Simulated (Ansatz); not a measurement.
Input file for Ansatz (an electronic-structure program):

Ansatz 0.2 input:
```yaml
crystal:
  lattice:
    - [2.8124525464, 0.0, 0.0]
    - [-1.4062262732, 2.4356553521, 0.0]
    - [0.0, 0.0, 12.5945762118]
  atoms:
    - { symbol: Al, position: [0.6666666667, 0.3333333333, 0.25] }
    - { symbol: Al, position: [0.3333333333, 0.6666666667, 0.75] }
    - { symbol: Cr, position: [0.3333333333, 0.6666666667, 0.4157043391] }
    - { symbol: Cr, position: [0.6666666667, 0.3333333333, 0.5842956609] }
    - { symbol: Cr, position: [0.6666666667, 0.3333333333, 0.9157043391] }
    - { symbol: Cr, position: [0.3333333333, 0.6666666667, 0.0842956609] }
    - { symbol: C, position: [0.0, 0.0, 0.5] }
    - { symbol: C, position: [0.0, 0.0, 0.0] }
kpoints:
  mp_grid: { grid: [35, 35, 7] }
hamiltonian:
  xc: pbesol
  pseudopotentials: { kind: paw }
scf:
  occupations: { method: fermi_dirac, width: 0.1 }
elastic: { mode: relaxed_ion, stencil: two_point, amplitude: 0.005, f_tol: 0.0005 }
```

Output (shortened):

```
Pseudopotential: Al, paw, valence charge 3
Pseudopotential: Cr, paw, valence charge 14
Pseudopotential: C, paw, valence charge 4
Functional definition: PBEsol
Crystal: 8 atoms, lattice volume = 86.275 Å³
Basis set: ecut = 420 eV, 1699 PW (Γ), exchange–correlation on 40×40×180 points (8 copies of the dense FFT grid, shifted against one another)
Bands: 43, of which v1, the nominal top of the filled ones, is band 35 counted from 1 (34 counted from 0)
Symmetry: 24 space group operations
Space group: P63/mmc (ITA 194), of the structure as read, at distance tolerance 4.4e-5 Å
k-points: 480 of 8575
the search or the solves at the SCF's close seem to have found levels that the self-consistency loop had missed (the run counts 2) …
SCF 1 converged in 13 iterations: F = -14941.186574 eV  dr2 = 7.67e-15
relax step   1: F+E_penalty+E_count = -14941.18657438 eV  Δ(F+E_penalty+E_count) = +0.000e0 eV  max|allowed force component| = 2.866e-2 eV/Å  Δτ_max = 0.0000 Å  (13 SCF iters, accepted)
Crystal: 8 atoms, lattice volume = 86.275 Å³
SCF 2 converged in 13 iterations: F = -14941.186626 eV  dr2 = 4.62e-15
relax step   2: F+E_penalty+E_count = -14941.18662594 eV  Δ(F+E_penalty+E_count) = -5.156e-5 eV  max|allowed force component| = 1.301e-2 eV/Å  Δτ_max = 0.0006 Å  (13 SCF iters, accepted)
Crystal: 8 atoms, lattice volume = 86.275 Å³
SCF 3 converged in 10 iterations: F = -14941.186639 eV  dr2 = 7.74e-15
relax step   3: F+E_penalty+E_count = -14941.18663933 eV  Δ(F+E_penalty+E_count) = -1.339e-5 eV  max|allowed force component| = 2.063e-5 eV/Å  Δτ_max = 0.0005 Å  (10 SCF iters, accepted)
Crystal: 8 atoms, lattice volume = 86.275 Å³
SCF 4 converged in 14 iterations: F = -14941.186639 eV  dr2 = 6.47e-18
Crystal: 8 atoms, lattice volume = 85.844 Å³
Basis set: ecut = 420 eV, 1695 PW (Γ), exchange–correlation on 40×40×180 points (8 copies of the dense FFT grid, shifted against one another)
Symmetry: 8 space group operations
k-points: 1296 of 8575
SCF 5 converged in 13 iterations: F = -14941.183365 eV  dr2 = 9.54e-15
relax step   1: F+E_penalty+E_count = -14941.18336533 eV  Δ(F+E_penalty+E_count) = +0.000e0 eV  max|allowed force component| = 5.863e-2 eV/Å  Δτ_max = 0.0000 Å  (13 SCF iters, accepted)
Crystal: 8 atoms, lattice volume = 85.844 Å³
SCF 6 converged in 11 iterations: F = -14941.183683 eV  dr2 = 2.69e-14
relax step   2: F+E_penalty+E_count = -14941.18368330 eV  Δ(F+E_penalty+E_count) = -3.180e-4 eV  max|allowed force component| = 2.165e-3 eV/Å  Δτ_max = 0.0031 Å  (11 SCF iters, accepted)
Crystal: 8 atoms, lattice volume = 85.844 Å³
SCF 7 converged in 8 iterations: F = -14941.183685 eV  dr2 = 5.40e-14
relax step   3: F+E_penalty+E_count = -14941.18368481 eV  Δ(F+E_penalty+E_count) = -1.516e-6 eV  max|allowed force component| = 4.338e-4 eV/Å  Δτ_max = 0.0006 Å  (8 SCF iters, accepted)
Crystal: 8 atoms, lattice volume = 85.844 Å³
SCF 8 converged in 14 iterations: F = -14941.183685 eV  dr2 = 1.52e-17
Crystal: 8 atoms, lattice volume = 86.706 Å³
Basis set: ecut = 420 eV, 1723 PW (Γ), exchange–correlation on 40×40×180 points (8 copies of the dense FFT grid, shifted against one another)
SCF 9 converged in 13 iterations: F = -14941.184052 eV  dr2 = 7.57e-15
relax step   1: F+E_penalty+E_count = -14941.18405231 eV  Δ(F+E_penalty+E_count) = +0.000e0 eV  max|allowed force component| = 5.717e-2 eV/Å  Δτ_max = 0.0000 Å  (13 SCF iters, accepted)
Crystal: 8 atoms, lattice volume = 86.706 Å³
SCF 10 converged in 11 iterations: F = -14941.184359 eV  dr2 = 2.31e-14
relax step   2: F+E_penalty+E_count = -14941.18435888 eV  Δ(F+E_penalty+E_count) = -3.066e-4 eV  max|allowed force component| = 9.503e-4 eV/Å  Δτ_max = 0.0037 Å  (11 SCF iters, accepted)
Crystal: 8 atoms, lattice volume = 86.706 Å³
SCF 11 converged in 8 iterations: F = -14941.184359 eV  dr2 = 4.97e-14
relax step   3: F+E_penalty+E_count = -14941.18435896 eV  Δ(F+E_penalty+E_count) = -7.496e-8 eV  max|allowed force component| = 3.097e-6 eV/Å  Δτ_max = 0.0000 Å  (8 SCF iters, accepted)
Crystal: 8 atoms, lattice volume = 86.706 Å³
SCF 12 converged in 14 iterations: F = -14941.184359 eV  dr2 = 6.74e-18
Crystal: 8 atoms, lattice volume = 85.844 Å³
Basis set: ecut = 420 eV, 1673 PW (Γ), exchange–correlation on 40×40×180 points (8 copies of the dense FFT grid, shifted against one another)
SCF 13 converged in 12 iterations: F = -14941.182551 eV  dr2 = 2.51e-14
relax step   1: F+E_penalty+E_count = -14941.18255140 eV  Δ(F+E_penalty+E_count) = +0.000e0 eV  max|allowed force component| = 6.081e-2 eV/Å  Δτ_max = 0.0000 Å  (12 SCF iters, accepted)
Crystal: 8 atoms, lattice volume = 85.844 Å³
SCF 14 converged in 11 iterations: F = -14941.182838 eV  dr2 = 1.90e-14
relax step   2: F+E_penalty+E_count = -14941.18283805 eV  Δ(F+E_penalty+E_count) = -2.867e-4 eV  max|allowed force component| = 1.201e-3 eV/Å  Δτ_max = 0.0024 Å  (11 SCF iters, accepted)
Crystal: 8 atoms, lattice volume = 85.844 Å³
SCF 15 converged in 8 iterations: F = -14941.182838 eV  dr2 = 9.48e-14
relax step   3: F+E_penalty+E_count = -14941.18283816 eV  Δ(F+E_penalty+E_count) = -1.124e-7 eV  max|allowed force component| = 4.059e-6 eV/Å  Δτ_max = 0.0000 Å  (8 SCF iters, accepted)
Crystal: 8 atoms, lattice volume = 85.844 Å³
SCF 16 converged in 14 iterations: F = -14941.182838 eV  dr2 = 4.16e-18
Crystal: 8 atoms, lattice volume = 86.706 Å³
SCF 17 converged in 13 iterations: F = -14941.184972 eV  dr2 = 1.30e-14
relax step   1: F+E_penalty+E_count = -14941.18497160 eV  Δ(F+E_penalty+E_count) = +0.000e0 eV  max|allowed force component| = 5.937e-2 eV/Å  Δτ_max = 0.0000 Å  (13 SCF iters, accepted)
Crystal: 8 atoms, lattice volume = 86.706 Å³
SCF 18 converged in 11 iterations: F = -14941.185257 eV  dr2 = 1.89e-14
relax step   2: F+E_penalty+E_count = -14941.18525665 eV  Δ(F+E_penalty+E_count) = -2.850e-4 eV  max|allowed force component| = 2.197e-3 eV/Å  Δτ_max = 0.0023 Å  (11 SCF iters, accepted)
Crystal: 8 atoms, lattice volume = 86.706 Å³
SCF 19 converged in 9 iterations: F = -14941.185257 eV  dr2 = 1.94e-14
relax step   3: F+E_penalty+E_count = -14941.18525704 eV  Δ(F+E_penalty+E_count) = -3.890e-7 eV  max|allowed force component| = 7.597e-6 eV/Å  Δτ_max = 0.0001 Å  (9 SCF iters, accepted)
Crystal: 8 atoms, lattice volume = 86.706 Å³
SCF 20 converged in 14 iterations: F = -14941.185257 eV  dr2 = 1.85e-17
Crystal: 8 atoms, lattice volume = 86.274 Å³
Basis set: ecut = 420 eV, 1707 PW (Γ), exchange–correlation on 40×40×180 points (8 copies of the dense FFT grid, shifted against one another)
Symmetry: 4 space group operations
k-points: 2214 of 8575
SCF 21 converged in 11 iterations: F = -14941.185317 eV  dr2 = 3.25e-14
relax step   1: F+E_penalty+E_count = -14941.18531652 eV  Δ(F+E_penalty+E_count) = +0.000e0 eV  max|allowed force component| = 4.925e-2 eV/Å  Δτ_max = 0.0000 Å  (11 SCF iters, accepted)
Crystal: 8 atoms, lattice volume = 86.274 Å³
SCF 22 converged in 9 iterations: F = -14941.185655 eV  dr2 = 7.70e-14
relax step   2: F+E_penalty+E_count = -14941.18565541 eV  Δ(F+E_penalty+E_count) = -3.389e-4 eV  max|allowed force component| = 7.932e-3 eV/Å  Δτ_max = 0.0030 Å  (9 SCF iters, accepted)
Crystal: 8 atoms, lattice volume = 86.274 Å³
SCF 23 converged in 9 iterations: F = -14941.185664 eV  dr2 = 1.54e-14
relax step   3: F+E_penalty+E_count = -14941.18566449 eV  Δ(F+E_penalty+E_count) = -9.081e-6 eV  max|allowed force component| = 5.657e-5 eV/Å  Δτ_max = 0.0006 Å  (9 SCF iters, accepted)
Crystal: 8 atoms, lattice volume = 86.274 Å³
SCF 24 converged in 14 iterations: F = -14941.185664 eV  dr2 = 1.52e-17
Crystal: 8 atoms, lattice volume = 86.274 Å³
SCF 25 converged in 11 iterations: F = -14941.185317 eV  dr2 = 3.12e-14
relax step   1: F+E_penalty+E_count = -14941.18531652 eV  Δ(F+E_penalty+E_count) = +0.000e0 eV  max|allowed force component| = 4.925e-2 eV/Å  Δτ_max = 0.0000 Å  (11 SCF iters, accepted)
Crystal: 8 atoms, lattice volume = 86.274 Å³
SCF 26 converged in 10 iterations: F = -14941.185664 eV  dr2 = 3.78e-14
relax step   2: F+E_penalty+E_count = -14941.18566391 eV  Δ(F+E_penalty+E_count) = -3.474e-4 eV  max|allowed force component| = 2.155e-3 eV/Å  Δτ_max = 0.0036 Å  (10 SCF iters, accepted)
Crystal: 8 atoms, lattice volume = 86.274 Å³
SCF 27 converged in 9 iterations: F = -14941.185664 eV  dr2 = 1.71e-14
relax step   3: F+E_penalty+E_count = -14941.18566446 eV  Δ(F+E_penalty+E_count) = -5.529e-7 eV  max|allowed force component| = 2.723e-4 eV/Å  Δτ_max = 0.0002 Å  (9 SCF iters, accepted)
Crystal: 8 atoms, lattice volume = 86.274 Å³
SCF 28 converged in 14 iterations: F = -14941.185664 eV  dr2 = 2.49e-17
SCF converged after 14 iterations
Stability not checked: this state was not tested for a lower state beside it, because too few of the mixer's solves of this state at the end of the SCF gave a …
Free energy (F): -14941.186639 eV
Harris-Foulkes:  -14941.186639 eV  (|F-HF|=3.64e-12)
Internal energy: -14940.968893 eV  (E = F + TS)
E sigma→0 (E₀):  -14941.077766 eV
Entropy (-TS):   -0.217746 eV (-27.218 meV/atom)
Fermi energy:    15.193063 eV
--- Per-component energies (eV) ---
  E_band       = -709.933443
  E_kinetic    = 1610.630102
  E_local      = -8554.079436  (includes V_loc(G=0)·N_el)
  E_nonlocal   = 396.364496
  E_hartree    = 3855.811061
  E_xc         = -736.038794
  E_vxc        = -897.071483  (∫ρ·V_xc dr)
  E_paw        = -5769.595440  (= ΣΔE_a)
  E_vpaw       = -977.400659  (= ΣTr[D̂ρ^β])
  E_aug_tail   = 0.001416  (compensation charges beyond the density's cutoff)
  E_ewald      = -5744.782775
  E_core_change = 0.720477  (= ΣΔE_core)
  E_smearing   = -0.217746  (= −TS)
  E_closure    = 0.000000  (closes the sum)
  Σ components = -14941.186639   (vs F -14941.186639, Δ=0.00e0)
--- Forces (eV/Å), atoms counted from 1 ---
  atom   1  Al     0.00000000     0.00000000     0.00000000
  atom   2  Al     0.00000000     0.00000000     0.00000000
  atom   3  Cr     0.00000000     0.00000000    -0.00002066
  atom   4  Cr     0.00000000     0.00000000     0.00002066
  atom   5  Cr     0.00000000     0.00000000    -0.00002066
  atom   6  Cr     0.00000000     0.00000000     0.00002066
  atom   7  C      0.00000000     0.00000000     0.00000000
  atom   8  C      0.00000000     0.00000000     0.00000000
  max |Σ_I F_I| component: 1.30e-16 eV/Å
--- Stress (GPa, compression-positive) ---
        0.114151       0.000000       0.000000
        0.000000       0.114151       0.000000
        0.000000       0.000000       0.442847
  P = ⅓ Tr σ = 0.2237 GPa (2.237 kbar)
--- Band table (eV; the first three rows and the last of 480) ---
  k-point 0: bands = ["-56.4359", "-56.4358", "-56.3753", "-56.3753", "-28.0410", "-28.0393", "-27.8054", "-27.8054", "-27.8054", "-27.8054", "-27.7621", "-27.7621", "-27.7621", "-27.7621", "-27.7126", "-27.7108", "1.6511", "1.7516", "5.4835", "6.2486", …
  k-point 1: bands = ["-56.4359", "-56.4358", "-56.3753", "-56.3753", "-28.0409", "-28.0394", "-27.8054", "-27.8054", "-27.8054", "-27.8054", "-27.7621", "-27.7621", "-27.7621", "-27.7621", "-27.7125", "-27.7109", "1.6558", "1.7463", "5.5118", "6.1913", …
  k-point 2: bands = ["-56.4359", "-56.4358", "-56.3753", "-56.3753", "-28.0407", "-28.0396", "-27.8054", "-27.8054", "-27.8054", "-27.8054", "-27.7621", "-27.7621", "-27.7621", "-27.7621", "-27.7123", "-27.7112", "1.6692", "1.7317", "5.5937", "6.0509", …
  k-point 479: bands = ["-56.3595", "-56.3595", "-56.3575", "-56.3575", "-28.0728", "-28.0727", "-28.0357", "-28.0357", "-28.0332", "-28.0332", "-27.9437", "-27.9437", "-27.7754", "-27.7753", "-27.7674", "-27.7672", "4.0200", "4.0201", "9.1838", "9.1958", …
--- Elastic constants: 3 strain directions × 2 members + reference (group order 24) ---
  dense FFT box of the reference and of every strained cell: 20×20×90
  strains applied: 11, 33, 23; error gains …
  reference relaxed by the batch: 3 steps …
  largest displacement 1.1e-3 Å; the constants are those of the deck's cell at these positions:
  atoms:
    - { symbol: Al, position: [0.6666666666666667, 0.3333333333333334, 0.25] }
    - { symbol: Al, position: [0.3333333333333334, 0.6666666666666669, 0.75] }
    - { symbol: Cr, position: [0.3333333333333334, 0.6666666666666669, 0.415614387039943] }
    - { symbol: Cr, position: [0.6666666666666667, 0.3333333333333334, 0.5843856129600571] }
    - { symbol: Cr, position: [0.6666666666666667, 0.3333333333333334, 0.915614387039943] }
    - { symbol: Cr, position: [0.3333333333333334, 0.6666666666666669, 0.08438561296005702] }
    - { symbol: C, position: [0.0, 0.0, 0.5] }
    - { symbol: C, position: [0.0, 0.0, 0.0] }
  C = ∂σ_k/∂η_j (tension-positive GPa; Voigt order 11 22 33 23 13 12):
       388.687     88.076    118.508      0.000      0.000      0.000
        88.076    388.687    118.508      0.000      0.000      0.000
       118.839    118.839    384.902      0.000      0.000      0.000
         0.000      0.000      0.000    144.302      0.000      0.000
         0.000      0.000      0.000      0.000    144.302      0.000
         0.000      0.000      0.000      0.000      0.000    150.305
  reference stress σ⁰ (GPa):     -0.114     -0.114     -0.443      0.000      0.000      0.000
  moduli (Voigt/Reuss/Hill, GPa): K = 201.46/201.25/201.35   G = 143.57/143.07/143.32   E = 347.51   ν = 0.212
  mechanically stable: yes (min eigenvalue of sym C = 144.30 GPa)
  strain η (Voigt 11):  stress-route row diagonal C_11 = 388.69 GPa, energy-path curvature d²(F+E_count+ΔE)/dδ²/Ω₀ = 388.73 GPa
         δ    σ_11 (GPa)             F (eV)   n_scf  n_hpsi   n_pw
    -5.000e-3      -2.0923      -14941.1836848      14  1114994   1703   relax 3 steps, max|allowed force component| 4.34e-4 eV/Å
     5.000e-3       1.7945      -14941.1843590      14  1118887   1723   relax 3 steps, max|allowed force component| 3.10e-6 eV/Å
  strain η (Voigt 33):  stress-route row diagonal C_33 = 384.90 GPa, energy-path curvature d²(F+E_count+ΔE)/dδ²/Ω₀ = 384.91 GPa
         δ    σ_33 (GPa)             F (eV)   n_scf  n_hpsi   n_pw
    -5.000e-3      -2.3924      -14941.1828382      14  415772   1704   relax 3 steps, max|allowed force component| 4.06e-6 eV/Å
     5.000e-3       1.4567      -14941.1852570      14  412903   1725   relax 3 steps, max|allowed force component| 7.60e-6 eV/Å
  strain η (Voigt 23):  stress-route row diagonal C_44 = 144.30 GPa, energy-path curvature d²(F+E_count+ΔE)/dδ²/Ω₀ = 144.49 GPa
         δ    σ_23 (GPa)             F (eV)   n_scf  n_hpsi   n_pw
    -5.000e-3      -0.7215      -14941.1856645      14  1916796   1713   relax 3 steps, max|allowed force component| 5.66e-5 eV/Å
     5.000e-3       0.7215      -14941.1856645      14  1923199   1713   relax 3 steps, max|allowed force component| 2.72e-4 eV/Å
```

Cost: about 70 core-minutes (a rough figure) on shared cores.

Space group P6_3/mmc. Symmetry was held in the PBEsol relaxation; of distortions, only those at the zone centre were tested. The run is not spin-polarised. As this level gives no gap, shear constants depend on the k-mesh and smearing (Fermi–Dirac, 0.1 eV here). On the denser mesh and wider smearing of the elastic run this cell carries a stress of 0.4 GPa.

Potentials: the later of the program's two PAW sets.

Ansatz is a plane-wave DFT program.
